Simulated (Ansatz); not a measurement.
**Ba (Fm-3m), phonons: input and output**

Level of theory: PBEsol, all-electron LAPW in Ansatz 0.2.0, scalar-relativistic.

The cell is the relaxed one with its volume scaled by 1.02.

The structure is one entry of a database and needn't be the stable phase.

Launched as:

```sh
ansatz run input.yaml --threads 2 --pin off --max-ram 5120MiB --backend cpu --events-out ev --progress --plain --runs-dir out
```

Input:

```yaml
crystal:
  lattice:
    - [0.0, 3.10181062277, 3.10181062277]
    - [3.10181062277, 0.0, 3.10181062277]
    - [3.10181062277, 3.10181062277, 0.0]
  atoms:
    - { symbol: Ba, position: [0.0, 0.0, 0.0] }
kpoints:
  mp_grid: { grid: [12, 12, 12] }
scf:
  occupations: { method: fermi_dirac, width: 0.05 }
hamiltonian:
  xc: pbesol
  pseudopotentials: { kind: all_electron, lapw: { basis_error: 0.0005 } }
phonons:
  qmesh: [4, 4, 4]
  qpath:
    path:
      - [0.0, 0.0, 0.0]
      - [0.5, 0.0, 0.5]
      - [0.625, 0.25, 0.625]
      - [0.375, 0.375, 0.75]
      - [0.0, 0.0, 0.0]
      - [0.5, 0.5, 0.5]
      - [0.5, 0.25, 0.75]
      - [0.5, 0.0, 0.5]
    npoints: 6
  temperatures: { t_min: 0, t_max: 1000, t_step: 100 }
```

Output (shortened where marked):

```
Warning: RAYON_NUM_THREADS=2 ignored (pool sized by the plan → 2); use --threads N
LAPW: plane waves up to 4.721 Å⁻¹, error target 5.0e-4 eV per atom; small_component_spin mean_spin; Ba in spheres of 2.128 Å, 20 of its electrons in bands, Dirac shells [] (how accurate: ...
Engine: ansatz 0.2.0, aarch64-unknown-linux-gnu
Pseudopotentials: kind: all_electron
Pseudopotential: Ba, LAPW, valence charge 20, lapw/all_electron/scalar/gaussian/Ba, Koelling and Harmon's equation, gaussian nucleus
Functional definition: PBEsol
  exchange = pbesol_x
  correlation = pbesol_c
Crystal: 4 atoms, lattice volume = 238.746 Å³
Basis set: ecut = 84.90905356461688 eV, 437 PW (Γ), FFT grids on a1, a2, −a1+2a2+a3, exchange–correlation at level 2
Bands: 56, of which v1, the nominal top of the filled ones, is band 40 counted from 1 (39 counted from 0)
Symmetry: 16 space group operations
k-points: 121 of 432
Non-local potential: Ba, projectors of the file, none
Initial density: superposition of atomic densities (chi_scale 0.1, normalization cell)
Initial wavefunctions: plane waves of lowest kinetic energy (no species holds an atomic orbital)
Functional: x = pbesol(κ = 0.804, μ = 0.12345679012345678), c = pbesol(β = 0.046)
iter 1 solved again at ethr=1.72e-5 eV; its pass at ethr=1.00e-1 eV (dr2=1.38e-2 eV) is discarded
SCF iter   1: F=—  HF=-885141.471021 eV  |F-HF|=—  |Δ(HF+E_count)|=         —  Δρ=1.67e-3  dr2=1.39e-2  ethr=1.72e-5  ⟨swp⟩=8.0  Hψ=52815  notcnv=0
preconditioner: auto → Kerker (q_TF=auto, 2.274 Å⁻¹)  [metal: Δε(μ)=0.023 eV  Ē_g=2.809 eV  σ=0.050 eV  W_gap=0.11  n_scr=50 (ndim 8)  ℏωp=6.8 eV  f_vac=0.000  D(μ)=6.45/eV (n_scr^D=50)]
SCF iter   2: F=—  HF=-885141.472397 eV  |F-HF|=—  |Δ(HF+E_count)|=   1.38e-3  Δρ=1.30e-3  dr2=8.97e-3  ethr=1.72e-5  ⟨swp⟩=2.0  Hψ=21548  notcnv=0
SCF iter   3: F=—  HF=-885141.474388 eV  |F-HF|=—  |Δ(HF+E_count)|=   1.99e-3  Δρ=6.60e-4  dr2=2.54e-3  ethr=1.12e-5  ⟨swp⟩=2.0  Hψ=21548  notcnv=0
[... 172 lines left out ...]
  supercell 1 (4 cells, vectors [1, 0, 0], [0, 2, -1], [0, -4, 4] in multiples of the cell's): 2 displaced members by 0.01 Å; free energy -885141.473891 eV; taken off its force constants: by the sum rule 1.1e-5, by the ...
  symmetry images taken by strict's conditions (phonons.symmetry_images: auto; settled by no image being taken that strict refuses)
  supercell 2 (4 cells, vectors [1, 0, 0], [-1, 1, 1], [0, 0, 4] in multiples of the cell's): 1 displaced member by 0.01 Å; free energy -885141.473891 eV; taken off its force constants: by the sum rule 1.1e-5, by the ...
  symmetry images taken by strict's conditions (phonons.symmetry_images: auto; settled by no image being taken that strict refuses)
  supercell 3 (4 cells, vectors [1, 0, 0], [0, 1, -1], [0, 0, 4] in multiples of the cell's): 1 displaced member by 0.01 Å; free energy -885141.473891 eV; taken off its force constants: by the sum rule 1.3e-5, by the ...
  symmetry images taken by strict's conditions (phonons.symmetry_images: auto; settled by no image being taken that strict refuses)
  supercell 4 (4 cells, vectors [0, 1, -2], [-1, 1, 1], [0, 0, 4] in multiples of the cell's): 1 displaced member by 0.01 Å; free energy -885141.473891 eV; taken off its force constants: by the sum rule 6.7e-6, by the ...
  symmetry images taken by strict's conditions (phonons.symmetry_images: auto; settled by no image being taken that strict refuses)
  supercell 5 (4 cells, vectors [1, 0, 0], [0, 1, 0], [0, 0, 4] in multiples of the cell's): 1 displaced member by 0.01 Å; free energy -885141.473891 eV; taken off its force constants: by the sum rule 3.0e-6, by the ...
  symmetry images taken by strict's conditions (phonons.symmetry_images: auto; settled by no image being taken that strict refuses)
  q = [0.0000, 0.0000, 0.0000] (star 1, supercell 1; hermiticity 0.00e0, symmetrization 5.07e-17): -0.00 -0.00 -0.00
  q = [0.0000, 0.0000, 0.2500] (star 8, supercell 5; hermiticity 0.00e0, symmetrization 5.07e-16): 22.56 22.56 49.99
  q = [0.0000, 0.0000, -0.5000] (star 4, supercell 1; hermiticity 2.50e-16, symmetrization 1.66e-4): 38.84 38.84 74.49
  q = [0.0000, 0.2500, 0.2500] (star 6, supercell 3; hermiticity 3.79e-51, symmetrization 1.57e-16): 38.24 38.24 45.98
  q = [0.0000, 0.2500, -0.5000] (star 24, supercell 1; hermiticity 3.80e-16, symmetrization 1.90e-16): 47.50 49.50 72.55
  q = [0.0000, 0.2500, -0.2500] (star 12, supercell 2; hermiticity 7.22e-17, symmetrization 2.89e-16): 34.27 51.18 62.53
  q = [0.0000, -0.5000, -0.5000] (star 3, supercell 2; hermiticity 6.27e-16, symmetrization 2.15e-6): 55.47 55.47 83.29
  q = [0.2500, -0.5000, -0.2500] (star 6, supercell 4; hermiticity 1.50e-16, symmetrization 6.01e-16): 48.83 65.64 65.64
  joined force constants: q→R imaginary residual 0.00e0
  density of states and harmonic sums: on the 20×20×20 q-mesh, interpolated from the force constants of a 4×4×4 supercell (no non-analytic term)
  largest difference from the sums on the solved wave vectors: F 1.83e-2 eV, S 2.22e-5 and C_V 3.88e-6 eV/K
```

Self-consistency was reached.

**Harmonic thermodynamics**

Harmonic phonons of a crystal by Kohn-Sham DFT at the given cell, standard atomic masses, acoustic sum rule imposed; negative wavenumbers are unstable modes; sums over wave vectors interpolated from the q mesh.

| Property | Result |
| --- | --- |
| Zero point energy | 9.323 meV/atom |

```
temperature (K)  phonon heat capacity (k_B/atom)  phonon entropy (k_B/atom)  phonon free energy (meV/atom)
            100                            2.861                      4.239                          -9.48
            200                            2.963                      6.265                         -55.68
            300                            2.982                       7.47                         -115.2
            400                            2.989                      8.329                         -183.5
            500                            2.992                      8.997                         -258.2
            600                            2.994                      9.543                         -338.2
            700                            2.995                         10                         -422.4
            800                            2.996                       10.4                         -510.4
            900                            2.996                      10.76                         -601.6
           1000                            2.997                      11.07                         -695.7
```

**Phonons on the q mesh**

One row a degenerate set, branches counted upwards.

| Quantity | Value |
| --- | --- |
| Unstable phonons | no |

```
       point  q a (r.l.u.)  q b (r.l.u.)  q c (r.l.u.)  branch  phonon wavenumber (cm⁻¹)  degeneracy
    0.25/0/0          0.25             0             0       1                      22.6           2
    0.25/0/0          0.25             0             0       3                        50           1
           L           0.5             0             0       1                      38.8           2
           L           0.5             0             0       3                      74.5           1
 0.25/0.25/0          0.25          0.25             0       1                      38.2           2
 0.25/0.25/0          0.25          0.25             0       3                        46           1
  0.5/0.25/0           0.5          0.25             0       1                      47.5           1
  0.5/0.25/0           0.5          0.25             0       2                      49.5           1
  0.5/0.25/0           0.5          0.25             0       3                      72.6           1
-0.25/0.25/0         -0.25          0.25             0       1                      34.3           1
-0.25/0.25/0         -0.25          0.25             0       2                      51.2           1
-0.25/0.25/0         -0.25          0.25             0       3                      62.5           1
           X           0.5           0.5             0       1                      55.5           2
           X           0.5           0.5             0       3                      83.3           1
           W         -0.25           0.5          0.25       1                      48.8           1
           W         -0.25           0.5          0.25       2                      65.6           2
```

Known limits: responses of metals move with mesh and smearing; cell scaled away from its relaxed volume.

Time and hardware: 11 min on 2 threads of Arm Neoverse V2, with other jobs on the host, peak memory 1.3 GiB.
